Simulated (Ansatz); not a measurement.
**Computed scan of one atom of the cell: La2O3 (A-La2O3 type, space group P-3m1)**

Relaxed La$_{2}$O$_{3}$ (A-La2O3 type, space group P-3m1):

```
CELL_PARAMETERS angstrom
      3.90646     0.00000     0.00000
     -1.95323     3.38309     0.00000
      0.00000     0.00000     6.03942
ATOMIC_POSITIONS crystal
  La 0.33333 0.66667 0.24534
  La 0.66667 0.33333 0.75466
  O  0.00000 0.00000 0.00000
  O  0.33333 0.66667 0.64608
  O  0.66667 0.33333 0.35392
```

Scan: atom 5 (O, nearest neighbour La at 2.349 Å; its periodic images, 3.9 Å or more away, move with it) is displaced along Cartesian z, direction (0.000, 0.000, 1.000) in Cartesian axes, by s. The other atoms stay.

All values below come from PBEsol (plane waves to 420 eV, PAW, scalar-relativistic; Ansatz, a first-principles code). k mesh 8×8×5 (Γ-centred), Fermi-Dirac smearing 0.05 eV. The energy includes the smearing's −TS. Compression counts positive. Left out: 2 of 11 points, with atoms too close for the PAW data. F∥ is the force on the atom along that direction. La2O3 is run without spin polarisation. La2O3 was relaxed with its symmetry unable to fall. The PAW data are Ansatz's earlier set. ΔE is measured from the undisplaced structure.

```tsv
s (Å)	ΔE (meV/cell)	F∥ (eV/Å)	P (GPa)
-0.470	580	1.909	2.84
-0.376	406	1.782	2.22
-0.282	249	1.541	1.54
-0.188	120	1.173	0.89
-0.094	33	0.666	0.34
0.000	0	0.001	0.01
0.094	38	-0.851	-0.03
0.188	167	-1.937	0.34
0.282	412	-3.321	1.23
```

Read from the data:

Energy at s = 0.282 Å: 412 meV/cell
Force along the line at s = -0.470 Å: 1.91 eV/Å
Symmetry of the curve: not even: the positive side lies higher at ±0.282 Å
Shape of the curve: a single well with its minimum at or next to zero displacement
Force constant k = d²E/ds² at s = 0 (finite differences): 8.00 eV/Å²
Harmonic estimate at the end of the scan: ½ks² = 318 meV/cell against the computed 412 meV/cell, so the well is stiffer than harmonic there

(For displaced atoms, the force is minus the slope of the energy, and its curvature is a force constant, which sets phonon frequencies.)
